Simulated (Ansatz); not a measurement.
AlTi4S8 in space group P-3m1 (No. 164; Pearson symbol hP13) under volume change, DFT-PBE+D3(BJ) in the program Ansatz with PAW potentials, shape and atoms relaxed at each volume.

```tsv
V (Å³/atom)	E − E(relaxed) (meV/atom)	P (GPa)
15.535	___	___
16.047	15.9	5.29
16.559	3.8	2.42
17.071	0.0	0.00
17.583	___	___
18.096	12.6	-3.74
18.608	26.9	-5.15
```

**Question.** What belongs in the gaps?

**Answer.** 
- 17.583, E − E(relaxed) (meV/atom): 3.3
- 17.583, P (GPa): -2.03
- 15.535, E − E(relaxed) (meV/atom): 38.1
- 15.535, P (GPa): 8.69

**Question.** What does a third-order Birch–Murnaghan fit give for V₀, B₀ and B′?

**Answer.** V₀ = 17.07 Å³/atom, B₀ = 73.5 GPa, B′ = 4.8.

A made-up cell: these elements were put on the sites of a structure type; neither database checked (COD, Materials Project) lists it. Whether it is the stable phase at ambient conditions was not checked. Symmetry was held in the PBE+D3(BJ) relaxation; its stability against distortions is not shown here. No spin polarisation was allowed.

Potentials: the later of the program's two PAW sets.
